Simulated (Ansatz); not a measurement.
**Computed properties of TiZnO3**

TiZnO3:
```
CELL_PARAMETERS angstrom
      2.53030     1.46087     4.60779
     -2.53030     1.46087     4.60779
      0.00000    -2.92174     4.60779
ATOMIC_POSITIONS crystal
  Ti 0.85402 0.85402 0.85402
  Ti 0.14598 0.14598 0.14598
  Zn 0.63935 0.63935 0.63935
  Zn 0.36065 0.36065 0.36065
  O  0.22552 0.56246 0.94949
  O  0.77448 0.43754 0.05051
  O  0.56246 0.94949 0.22552
  O  0.43754 0.05051 0.77448
  O  0.94949 0.22552 0.56246
  O  0.05051 0.77448 0.43754
```

Space group R-3 (No. 148); conventional cell a = b = 5.061 Å, c = 13.823 Å, α = β = 90.00°, γ = 120.00°.

Method: the program Ansatz at the PBEsol level (PAW). Structure relaxed to zero pressure with the same functional. Other levels are named where they apply.

**Cell and energy**

```yaml
volume_per_atom: 10.22 Å³
density: 5.24 g/cm³
Formation energy from the elements (no fitted shifts): -2.42 eV/atom
```

**Electronic structure**

```yaml
band_gap: 3.07 eV (indirect)
valence_band_maximum: off the standard path, at k = (0.276, 0.188, -0.240) in fractions of the reciprocal vectors
conduction_band_minimum: off the standard path, at k = (0.177, 0.271, -0.219) in fractions of the reciprocal vectors
smallest_direct_gap_on_the_standard_path: 3.10 eV
electron_effective_mass: 1.5, 5.0, 14 mₑ (principal values)
hole_effective_mass: 0.92, 1.5, 2.5 mₑ (principal values)
HSE06 gap on the PBEsol cell: 4.78 eV
```

**Mechanics**

```yaml
Bulk modulus (Birch–Murnaghan fit): 184 GPa
Pressure derivative B′: 4.8
Elastic constants (relaxed ions, GPa): C11 = 336, C12 = 173, C13 = 115, C14 = 19.6, C33 = 260, C44 = 38.3, C15 = 5.8
mechanical_stability: stable (all eigenvalues of C positive)
hill_bulk_and_shear_moduli: 190 and 58.5 GPa
Young's modulus: 159 GPa
Poisson's ratio: 0.36
debye_temperature_from_the_elastic_constants: 516 K
```

**Dielectric response**

```yaml
Electronic dielectric constant ε∞ (DFPT): 6.28 (xx = yy), 5.15 (zz)
Born charges (a third of the trace): Ti +5.05, Zn +2.64, O -2.57 e
```

**Charges**

```yaml
bader_charges: Ti +2.20, Zn +1.33, O -1.18 e
```

The workflow started from a Materials Project entry (that database holds measured and hypothetical structures alike); the Crystallography Open Database copy checked does not list it. Its standing as an ambient phase is unchecked. The PBEsol relaxation kept the symmetry of its start; its stability against distortions is not shown here. The run is not spin-polarised. The references are the lowest solids computed at this level, not always the standard phases (solids in place of the gases).

Potentials: the later of the program's two PAW sets.
